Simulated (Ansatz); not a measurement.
CdSiN2:
```
CdSiN2
1.0
    1.44697     0.83541     5.46550
   -1.44697     0.83541     5.46550
    0.00000    -1.67082     5.46550
Cd Si N
1 1 2
Cartesian
  0.00000   0.00000   0.00000
  0.00000   0.00000   8.19825
  0.00000   0.00000  12.68660
  0.00000   0.00000   3.70990
```

x, y and z are the axes in which the lattice vectors are written.

Give the high-frequency dielectric tensor and the Born effective charge tensors of the independent atoms from DFPT, plane-wave PAW PBEsol (Ansatz code).


ε∞:
```
7.71  0.00  0.00
0.00  7.71  0.00
0.00  0.00  11.5
```
Z* of atom 1 (Cd), rows: field, columns: displacement, in e:
```
2.30  0.00  0.00
0.00  2.30  0.00
0.00  0.00  3.03
```
Z* of atom 2 (Si), rows: field, columns: displacement, in e:
```
4.26  0.00  0.00
0.00  4.26  0.00
0.00  0.00  3.35
```
Z* of atom 3 (N), rows: field, columns: displacement, in e:
```
-3.28   0.00   0.00
 0.00  -3.28   0.00
 0.00   0.00  -3.19
```

Space group R-3m. The start of the workflow was typed in or built on a structure type; neither database checked (COD, Materials Project) lists it. Its standing as an ambient phase is unchecked. Symmetry was held in the PBEsol relaxation; its stability against distortions is not shown here. Scalar-relativistic: spin–orbit coupling is off unless named, which matters more the heavier the elements.

Potentials: the earlier of the program's two PAW sets. The files were generated under PBE; for other functionals the program regenerates the frozen cores, and for LDA and PBEsol the local potential too.
